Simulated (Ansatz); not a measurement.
**TeAs: stationary points along a deformation path**

Theory: Ansatz, DFT PBEsol, scalar-relativistic, plane waves, PAW. The runs took a 420 eV cutoff, a Γ-centred 16×16×16 mesh and Gaussian smearing (0.15 eV). No spin polarisation. Energies are free energies at this smearing, counted from the undisturbed cell; pressure is positive in compression.

The starting cell (as given, not relaxed at this level; it stands at -2.9 GPa, and it needn't be the usual structure):

```xyz
2
Lattice="0.0000 2.9677 2.9677 2.9677 0.0000 2.9677 2.9677 2.9677 0.0000" Properties=species:S:1:pos:R:3 pbc="T T T"
Te    2.9677    2.9677    2.9677
As    0.0000    0.0000    0.0000
```

At fixed volume and fractional coordinates, lengths along (0.577, 0.577, 0.577) are scaled against those across it; ρ is that ratio over its starting value. V = 26.136 Å³/atom. Δσ is the stress along the axis less the mean stress across it (compression positive).

| ρ | ΔE (meV/atom) | Δσ (GPa) | space group |
| --- | --- | --- | --- |
| 0.500 | 376.3 | 0.00 | Pm-3m |
| 0.600 | 304.8 | 7.90 | R-3m |
| 0.710 | 139.0 | 8.37 | R-3m |
| 0.850 | 28.9 | 3.10 | R-3m |
| 0.930 | 6.1 | 1.52 | R-3m |
| 1.000 | 0.0 | 0.00 | Fm-3m |
| 1.080 | 8.1 | -1.95 | R-3m |
| 1.200 | 46.8 | -4.97 | R-3m |
| 1.410 | 191.1 | -11.23 | R-3m |
| 1.700 | 423.7 | -10.26 | R-3m |
| 2.000 | 548.2 | -2.29 | R-3m |

Q: How does the stress give the slope of the energy, and where is the energy stationary?

A: Along the path d ln(length) is 2/3 d ln ρ on the axis and −1/3 d ln ρ across it, so dE/d ln ρ = −(2/3) V Δσ: the energy falls with ρ where Δσ is positive. Δσ vanishes or changes sign at ρ = 0.500 (Pm-3m, an end of the scan), at 376.3 meV/atom; at ρ = 1.000 (Fm-3m), a minimum at 0.0 meV/atom. Pairs of stationary points between two samples would go unseen, and could change a minimum read from distant neighbours into a maximum. At ρ = 0.500, 1.000 the cell is cubic, where symmetry alone makes the stress isotropic and the slope zero.

Q: Which shear constant sets the curvature at ρ = 1?

A: For a cubic crystal E/V = (2/3) C (ln ρ)² with C = C44, so Δσ = −2C ln ρ. The parabola of Δσ against ln ρ through ρ = 0.930, 1 and 1.080 gives C ≈ 11.5 GPa with the ions clamped, rough because the steps are large. It is the stress–strain coefficient at this cell's pressure of -2.9 GPa, not the zero-pressure constant.

In a metal these slopes depend on the k mesh and the smearing.